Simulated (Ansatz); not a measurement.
**Profile along the Rh–Rh line in Rh (fcc, Cu type)**

Rh (fcc, Cu type)

Space group Fm-3m (No. 225); a = b = c = 3.8301 Å, α = β = γ = 90.00°

| atom | site | symmetry | x | y | z |
|---|---|---|---|---|---|
| Rh | 4a | m-3m | 0.0000 | 0.0000 | 0.0000 |
(The calculation used a cell of 1 atom; values per cell refer to that cell.)

Fields along a shortest Rh–Rh line of a {110} plane (2.71 Å), from Rh to Rh, interpolated on the slice's grid (step about 0.2 Å). Level of theory: PBE (plane waves to 420 eV, PAW, scalar-relativistic; Ansatz, an electronic-structure program). k mesh 21×21×21. Inside the PAW spheres the values are not all-electron values, and peaks at nuclei hang on which shells count as valence. Rh is run without spin polarisation. Rh was relaxed with its symmetry unable to fall.

```json
[
 {"distance from Rh (Å)": "0.00", "valence electron density (e/Å³)": "15.16", "electron localisation function": "x"},
 {"distance from Rh (Å)": "0.14", "valence electron density (e/Å³)": "14.31", "electron localisation function": "x"},
 {"distance from Rh (Å)": "0.27", "valence electron density (e/Å³)": "12.08", "electron localisation function": "x"},
 {"distance from Rh (Å)": "0.41", "valence electron density (e/Å³)": "9.12", "electron localisation function": "x"},
 {"distance from Rh (Å)": "0.54", "valence electron density (e/Å³)": "6.10", "electron localisation function": "0.70"},
 {"distance from Rh (Å)": "0.68", "valence electron density (e/Å³)": "3.55", "electron localisation function": "0.59"},
 {"distance from Rh (Å)": "0.81", "valence electron density (e/Å³)": "1.78", "electron localisation function": "0.44"},
 {"distance from Rh (Å)": "0.95", "valence electron density (e/Å³)": "0.86", "electron localisation function": "0.30"},
 {"distance from Rh (Å)": "1.08", "valence electron density (e/Å³)": "0.52", "electron localisation function": "0.24"},
 {"distance from Rh (Å)": "1.22", "valence electron density (e/Å³)": "0.40", "electron localisation function": "0.25"},
 {"distance from Rh (Å)": "1.35", "valence electron density (e/Å³)": "0.36", "electron localisation function": "0.27"},
 {"distance from Rh (Å)": "1.49", "valence electron density (e/Å³)": "0.40", "electron localisation function": "0.25"},
 {"distance from Rh (Å)": "1.63", "valence electron density (e/Å³)": "0.52", "electron localisation function": "0.24"},
 {"distance from Rh (Å)": "1.76", "valence electron density (e/Å³)": "0.86", "electron localisation function": "0.30"},
 {"distance from Rh (Å)": "1.90", "valence electron density (e/Å³)": "1.78", "electron localisation function": "0.44"},
 {"distance from Rh (Å)": "2.03", "valence electron density (e/Å³)": "3.55", "electron localisation function": "0.59"},
 {"distance from Rh (Å)": "2.17", "valence electron density (e/Å³)": "6.10", "electron localisation function": "0.70"},
 {"distance from Rh (Å)": "2.30", "valence electron density (e/Å³)": "9.12", "electron localisation function": "x"},
 {"distance from Rh (Å)": "2.44", "valence electron density (e/Å³)": "12.08", "electron localisation function": "x"},
 {"distance from Rh (Å)": "2.57", "valence electron density (e/Å³)": "14.31", "electron localisation function": "x"},
 {"distance from Rh (Å)": "2.71", "valence electron density (e/Å³)": "15.16", "electron localisation function": "x"}
]
```

x: too close to a nucleus for the ELF to mean much.

Density on the Rh–Rh line (2.71 Å) at its midpoint: 0.36 e/Å³. ELF at that point: 0.27.
